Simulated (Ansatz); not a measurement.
GaN (wurtzite, P6_3mc), DFT-r²SCAN in the program Ansatz with PAW potentials. The conduction-band minimum lies at Γ, with 1 equivalent valley. Second derivatives d²E/dk² of the lowest band at one valley (eV·Å²), along Cartesian directions:

| direction | d²E/dk² |
|---|---|
| [100] | 40.44 |
| [010] | 40.44 |
| [001] | 44.84 |
| [110] | 40.44 |
| [101] | 42.64 |
| [011] | 42.64 |

Question: Find the principal effective masses, the density-of-states mass and the conductivity mass.

Answer: Off-diagonal terms follow from H_xy = H[110] − (H_xx + H_yy)/2, and m*/mₑ = 7.620 eV·Å² over each eigenvalue: 0.17, 0.19, 0.19. One valley's DOS mass (m₁m₂m₃)^(1/3) = 0.18, conductivity mass 3/(Σ 1/mᵢ) = 0.18 mₑ.

Question: What effective density of states Nc follows at 300 K for parabolic valleys?

Answer: Nc = 2.509e19 × 1 × (0.18)^(3/2) ≈ 1.9e18 cm⁻³.

Symmetry was held in the r²SCAN relaxation. Scalar-relativistic: spin–orbit coupling is off unless named, which matters more the heavier the elements.

Potentials: the later of the program's two PAW sets.

Edges and masses are those of Kohn–Sham bands, whose gap is no quasiparticle gap.
